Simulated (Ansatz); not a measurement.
Consider the following.

Si:
```
CELL_PARAMETERS angstrom
      6.92149     1.92370     0.00000
     -6.92149     1.92370     0.00000
     -0.74974     0.00000     6.29346
ATOMIC_POSITIONS crystal
  Si 0.05562 0.94438 0.87420
  Si 0.94438 0.05562 0.12580
  Si 0.55901 0.44099 0.65348
  Si 0.44099 0.55901 0.34652
  Si 0.21281 0.78719 0.05738
  Si 0.78719 0.21281 0.94262
  Si 0.72707 0.27293 0.58553
  Si 0.27293 0.72707 0.41447
```

This is the r²SCAN-relaxed structure.

Q: All from plane-wave PAW r²SCAN (Ansatz code), unless another level is named. Give the vibrational entropy at 300 K.

A: 19.2 J/(K·mol of atoms).

Q: Next, the highest zone-centre frequency?

A: 542 cm^-1.

Q: Next, the Hill bulk and shear moduli?

A: 88.5 and 59.2 GPa.

Space group C2/m. The first step of the workflow began from a Materials Project structure, measured or hypothetical; the Crystallography Open Database copy checked does not list it. It is not the phase usual at ambient conditions (space group No. 227). The r²SCAN relaxation kept the symmetry of its start; whether a distortion lowers the energy is not shown.

Potentials: the earlier of the program's two PAW sets. The files were generated under PBE; for other functionals the program regenerates the frozen cores, and for LDA and PBEsol the local potential too.
